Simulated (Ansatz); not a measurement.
ZrSi2 in space group Cmcm (No. 63; Si on 4c, Si on 4c, Zr on 4c) under volume change, PBEsol in the plane-wave PAW code Ansatz, shape and atoms relaxed at each volume.

```
V (Å³/atom)  E − E(relaxed) (meV/atom)  P (GPa)
-----------  -------------------------  -------
14.843                            63.7    15.04
15.333                            26.9     9.26
15.822                               …        …
16.311                             0.0     0.00
16.801                             5.8    -3.72
17.290                            22.2    -6.93
17.779                               …        …
```

Fill in the missing entries.


- 17.779, E − E(relaxed) (meV/atom): 47.6
- 17.779, P (GPa): -9.66
- 15.822, E − E(relaxed) (meV/atom): 6.4
- 15.822, P (GPa): 4.28

What does a third-order Birch–Murnaghan fit give for V₀, B₀ and B′?

V₀ = 16.31 Å³/atom, B₀ = 133 GPa, B′ = 3.9.

The PBEsol relaxation kept the symmetry of its start. The run is not spin-polarised.

Potentials: the later of the program's two PAW sets.
